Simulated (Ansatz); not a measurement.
Zr3S2 and the effect of the Hubbard U on Zr d

The cell as given:

```xyz
5
Lattice="2.9025 1.6758 3.4878 -2.9025 1.6758 3.4878 0.0000 -3.3516 3.4878" Properties=species:S:1:pos:R:3 pbc="T T T"
Zr    0.9832    1.7029    5.2317
Zr    0.9832   -1.7029    5.2317
Zr   -1.9663    0.0000    5.2317
S     0.0000    0.0000    6.9583
S     0.0000    0.0000    3.5050
```

The cell comes from a database or a generator and needn't be the stable form of this composition.

Kept alike: task relaxation of cell and atoms; functional PBEsol; k mesh 6 × 6 × 6; occupations fermi-dirac, width 0.05 eV; no spin polarisation. Program: Ansatz, Ansatz PAW, cutoff 420 eV. The mesh is that of the run's cell of 5 atoms. No spin-orbit coupling.

| Hubbard U on Zr d, U (eV) | volume (Å³/atom) |
| --- | --- |
| 0 | 19.520 |
| 1 | 19.675 |
| 2 | 19.847 |
| 3 | 20.034 |
| 4 | 20.251 |
| 5 | 20.547 |
| 6 | 21.139 |

U acts here on a shell without spin polarisation. The relaxations keep at least the cell's symmetry (R32). For a metal such a mesh leaves the last digits unconverged. Relaxations stop with a little pressure left, so the last digits of a volume or edge aren't settled. How U acts hangs on the program's projectors. All rows use potentials made for PBE. U is the effective U - J on orthogonalised atomic projectors. Double counting: fully localised limit (the default).

The volume rises from 19.520 to 21.139 Å³/atom between 0 and 6 eV.
